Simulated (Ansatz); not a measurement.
Rough cost of magnetic runs on LiGdSe2 (R-3m) in Ansatz 0.2.0, 2 threads of Arm Neoverse V1, on a shared host.

```
Li Gd Se
1.0
     2.05174    1.18457    6.46279
    -2.05174    1.18457    6.46279
     0.00000   -2.36915    6.46279
Li Gd Se
1 1 2
Direct
  0.50000 0.50000 0.50000
  0.00000 0.00000 0.00000
  0.75165 0.75165 0.75165
  0.24835 0.24835 0.24835
```

```
                                   run  functional, mesh  k points solved  bands  iterations  wall time (s)  peak memory (GiB)
            LAPW: no spin polarisation     PBEsol, 6×6×6               32     51          17             27               0.54
    LAPW: total moment held at 9.45 μB     PBEsol, 6×6×6               32     57          12             43               0.76
      PAW: total moment held at 7.7 μB     PBEsol, 6×6×6               32     37          14             13               0.54
             PAW: no spin polarisation     PBEsol, 6×6×6               32     33          12            4.6               0.43
                    LAPW: free moments     PBEsol, 6×6×6               32     56          10             43               0.76
        PAW: total moment held at 0 μB     PBEsol, 6×6×6               40     32          68            230                1.7
      PAW: total moment held at 8.4 μB     PBEsol, 6×6×6               32     37          14             11               0.53
PAW: free moments from the typed start     PBEsol, 6×6×6               32     36          12             12               0.53
     LAPW: total moment held at 8.4 μB     PBEsol, 6×6×6               32     57          12             43               0.76
```

(1) Roughly how much dearer is an iteration by LAPW than by PAW among the runs with the first row's mesh and spin treatment (none)?

Runs with the default search for lower states can spend part of their time in further cycles.

Results:

(1) About 4 times (medians of wall time over iterations; times from a shared host are rough).
